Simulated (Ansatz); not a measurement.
Sc, DFT, r2SCAN, all-electron PAW with datasets made for the crystal, scalar-relativistic (Ansatz 0.2.0), on 1 thread of Arm Neoverse V2 (shared host).

Command: `ansatz run input.yaml --threads 1 --pin off --max-ram 3072MiB --backend cpu --events-out ev --progress --plain --runs-dir out`

```yaml
crystal:
  lattice:
    - [3.3287533294, 0.0, 0.0]
    - [-1.6643766647, 2.8827849462, 0.0]
    - [0.0, 0.0, 5.1903929349]
  atoms:
    - { symbol: Sc, position: [0.3333333333, 0.6666666667, 0.25] }
    - { symbol: Sc, position: [0.6666666667, 0.3333333333, 0.75] }
kpoints:
  mp_grid: { grid: [18, 18, 10] }
scf:
  occupations: { method: fermi_dirac, width: 0.05 }
hamiltonian:
  xc: r2scan
  pseudopotentials: { kind: all_electron, datasets: crystal }
output:
  forces: true
  stress: true
  eigenvalues: true
```

Q: How large is the problem that the program sets up?

A: 222 irreducible k-points, 379 plane waves at Γ, 21 bands.

Q: About how long does it take, and how much memory?

A: 35 s of wall time for 7 SCF iterations, with a peak of 0.7 GiB. Times on shared machines scatter by tens of per cent.
